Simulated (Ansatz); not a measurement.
**What a change of settings does: MgO (rocksalt type)**

First run: DFT, PBE, PAW with Ansatz's default frozen-core files, scalar-relativistic (Ansatz 0.2.0).

Command: `ansatz run input.yaml --threads 3 --pin off --max-ram 8192MiB --backend cpu --events-out ev --progress --plain --runs-dir out` It took 0.84 s on 3 threads of Intel(R) Xeon(R) Platinum 8488C (Sapphire Rapids), with other jobs on the host, peak memory 0.4 GiB.

```yaml
crystal:
  lattice:
    - [2.1269412142, 2.1269412142, 0.0]
    - [-2.1269412142, 2.1269412142, 0.0]
    - [0.0, 0.0, 4.2538824283]
  atoms:
    - { symbol: Mg, position: [0.0, 0.0, 0.0] }
    - { symbol: Mg, position: [0.5, 0.5, 0.5] }
    - { symbol: O, position: [0.5, 0.5, 0.0] }
    - { symbol: O, position: [0.0, 0.0, 0.5] }
kpoints:
  mp_grid: { grid: [10, 10, 7] }
scf:
  occupations: { method: fermi_dirac, width: 0.02 }
hamiltonian:
  xc: pbe
  pseudopotentials: { kind: paw }
output:
  forces: true
  stress: true
  eigenvalues: true
```

The cell comes from a relaxation on PAW files under the same functional, begun from a prototype that needn't be the stable phase.

This run: bulk in the slab's orientation.

It converges in 6 SCF iterations at a pressure of -0.01 GPa, cutoff 420 eV.

The input is then changed:

```diff
   occupations: { method: fermi_dirac, width: 0.02 }
+  n_extra_bands: 4
+  algorithm: direct_min
 hamiltonian:
   eigenvalues: true
+basis:
+  ecutrho_ratio: 12
```

Question: Predict the outcome of the changed run.

Answer: It converges in 4 SCF iterations at a pressure of -0.01 GPa, cutoff 420 eV, free energy 0.0 meV/atom against the first run's.
